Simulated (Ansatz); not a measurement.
Ansatz run, Cs$_{2}$NaSeF$_{6}$

The input, for Ansatz 0.2.0 (plane waves, PAW):

```yaml
crystal:
  lattice:
    - [0.0, 4.53983, 4.53983]
    - [4.53983, 0.0, 4.53983]
    - [4.53983, 4.53983, 0.0]
  atoms:
    - { symbol: F, position: [0.75, 0.25, 0.25] }
    - { symbol: F, position: [0.25, 0.75, 0.25] }
    - { symbol: F, position: [0.25, 0.75, 0.75] }
    - { symbol: F, position: [0.75, 0.25, 0.75] }
    - { symbol: F, position: [0.25, 0.25, 0.75] }
    - { symbol: F, position: [0.75, 0.75, 0.25] }
    - { symbol: Se, position: [0.0, 0.0, 0.0] }
    - { symbol: Cs, position: [0.25, 0.25, 0.25] }
    - { symbol: Cs, position: [0.75, 0.75, 0.75] }
    - { symbol: Na, position: [0.5, 0.5, 0.5] }
  symmetry: { tolerance: 0.0003 }
kpoints:
  mp_grid: { grid: [5, 5, 5], shift: [0, 0, 0] }
  band_path:
    path:
      - [0.0, 0.0, 0.0]
      - [0.5, 0.0, 0.5]
      - [0.625, 0.25, 0.625]
      - [0.375, 0.375, 0.75]
      - [0.0, 0.0, 0.0]
      - [0.5, 0.5, 0.5]
      - [0.5, 0.25, 0.75]
      - [0.5, 0.0, 0.5]
    npoints: 8
magnetization:
  spin_polarized: false
scf:
  occupations: { method: gaussian, width: 0.0113 }
  lower_state_search: "off"
  max_iter: 200
hamiltonian:
  pseudopotentials: { kind: paw }
  xc: r2scan
basis:
  ecutwfc: 500
  fft_grid_basis: typed
output:
  forces: true
  stress: true
  eigenvalues: true
  bader: true
  populations: true
  elf: true
  write_potential: true
  volumetric_format: npy
  dos:
    e_range: [-12, 8]
    de: 0.05
    projected: { site_lists: { Cs: [Cs], F: [F], Na: [Na], Se: [Se] } }
checkpoint:
  read: saved_state
```

The saved state is an earlier solution for the same cell, perhaps on another mesh. 

Output (shortened):

```
Pseudopotentials: kind: paw
Pseudopotential: F, paw, valence charge 7, recommended cutoff 500 eV (meta_gga), F.paw.azcp
Pseudopotential: Se, paw, valence charge 16, recommended cutoff 500 eV (meta_gga), Se.paw.azcp
Pseudopotential: Cs, paw, valence charge 9, recommended cutoff 500 eV (meta_gga), Cs.paw.azcp
Pseudopotential: Na, paw, valence charge 9, recommended cutoff 500 eV (meta_gga), Na.paw.azcp
Functional definition: r2SCAN
  exchange = r2scan_x(k0 = k0, k1 = k1, a1 = a1)
  correlation = r2scan_c
Crystal: 10 atoms, lattice volume = 187.132 Å³
Basis set: ecut = 500 eV, 4693 PW (Γ), exchange–correlation on 192×192×192 points (64 copies of the dense FFT grid, shifted against one another)
Bands: 53, of which v1, the nominal top of the filled ones, is band 43 counted from 1 (42 counted from 0)
Symmetry: 48 space group operations
Space group: Fm-3m (ITA 225), of the structure as read, at distance tolerance 1.7e-3 Å
k-points: 10 of 125
Initial density: read from a saved state, or passed on in memory by an earlier SCF of this step, an earlier step, the calling program or the single point that the run made first
Functional: x = r2scan, c = r2scan; τ floored in thin density (d = 2e-4 eV/Å³)
Free energy (F): -23201.7042 eV
Harris-Foulkes:  -23201.7042 eV  (|F-HF|=5.28e-9)
Internal energy: -23201.7029 eV  (E = F + TS)
E sigma→0 (E₀):  -23201.7036 eV
Entropy (-TS):   -0.0013 eV (-0.126 meV/atom)
Fermi energy:    5.0110 eV
--- Per-component energies (eV) ---
  E_band       = -1007.4173
  E_kinetic    = 1758.1330
  E_local      = -8472.0934  (includes V_loc(G=0)·N_el)
  E_nonlocal   = 20.8584
  E_hartree    = 3522.2092
  E_xc         = -932.4460
  E_vxc        = -1131.7094  (∫ρ·V_xc dr)
  E_paw        = -13596.8453  (= ΣΔE_a)
  E_vpaw       = -303.3590  (= ΣTr[D̂ρ^β])
  E_aug_tail   = 0.0061  (compensation charges beyond the density's cutoff)
  E_vtau       = 76.3335  (kinetic-family band-sum trace: ∫τ·v_τ [+ j·A + Jᵃ·Aᵃ] dr)
  E_ewald      = -5499.6454
  E_core_change = -1.8796  (= ΣΔE_core)
  E_smearing   = -0.0013  (= −TS)
--- Forces (eV/Å), atoms counted from 1 ---
  atom   1  F     -1.1704     0.0000     0.0000
  atom   2  F      0.0000    -1.1704     0.0000
  atom   3  F      1.1704     0.0000     0.0000
  atom   4  F      0.0000     1.1704     0.0000
  atom   5  F      0.0000     0.0000    -1.1704
  atom   6  F      0.0000     0.0000     1.1704
  atom   7  Se     0.0000     0.0000     0.0000
  atom   8  Cs     0.0000     0.0000     0.0000
  atom   9  Cs     0.0000     0.0000     0.0000
  atom  10  Na     0.0000     0.0000     0.0000
--- Stress (GPa, compression-positive) ---
       -4.3638       0.0000       0.0000
        0.0000      -4.3638       0.0000
        0.0000       0.0000      -4.3638
  P = ⅓ Tr σ = -4.3638 GPa (-43.638 kbar)
--- Löwdin populations: 10 sites ---
  site symbol       q [e]
     0      F      7.5898
     1      F      7.5898
     2      F      7.5898
     3      F      7.5898
     4      F      7.5898
     5      F      7.5898
     6     Se     14.7124
     7     Cs      8.1183
     8     Cs      8.1183
     9     Na      8.2423
  spilling = 0.0032 (of n_electrons = 85.0000)
--- Bader charges: 10 sites ---
  site symbol  charge [e]  shift [e]
     0      F     -0.6992     0.0002
     1      F     -0.6992     0.0002
     2      F     -0.6992     0.0002
     3      F     -0.6992     0.0002
     4      F     -0.6992     0.0002
     5      F     -0.6992     0.0002
     6     Se      1.4542     0.0005
     7     Cs      0.9207     0.0000
     8     Cs      0.9207     0.0000
     9     Na      0.8997     0.0006
```

Origin: a known structure type with other elements, at an estimated volume, so it need not be a known compound. Caveats: many states at the Fermi level without spin polarisation, so a magnetic state may lie lower.
